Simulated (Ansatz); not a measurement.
SnO in space group P4_2/mmc (No. 131; Sn on 2c, O on 2e) at seven volumes, r²SCAN in the plane-wave PAW code Ansatz, shape and atoms relaxed at each. One row is withheld.

```
V (Å³/atom)  P (GPa)
-----------  -------
14.531         12.10
15.010          7.34
15.489          3.33
15.968          0.03
16.447             ?
16.927         -4.99
17.406         -6.87
```

### Question
Fit the shown pressures and predict the withheld one.

### Answer
P = (3/2)B₀(x^(7/2) − x^(5/2))[1 + (3/4)(B′ − 4)(x − 1)] with x = (V₀/V)^(2/3). Least squares on the six rows gives V₀ = 15.974 Å³/atom, B₀ = 100 GPa, B′ = 5.19. At V = 16.447, x = 0.9807 and P = -2.71 GPa. The run itself gave -2.72 GPa.

A made-up cell: these elements were put on the sites of a structure type; neither database checked (COD, Materials Project) lists it. It is not the phase usual at ambient conditions (space group No. 129). The cell was relaxed with r²SCAN under the symmetry of its start; its stability against distortions is not shown here. Spin–orbit coupling is left out wherever it is not named.

Potentials: the later of the program's two PAW sets.
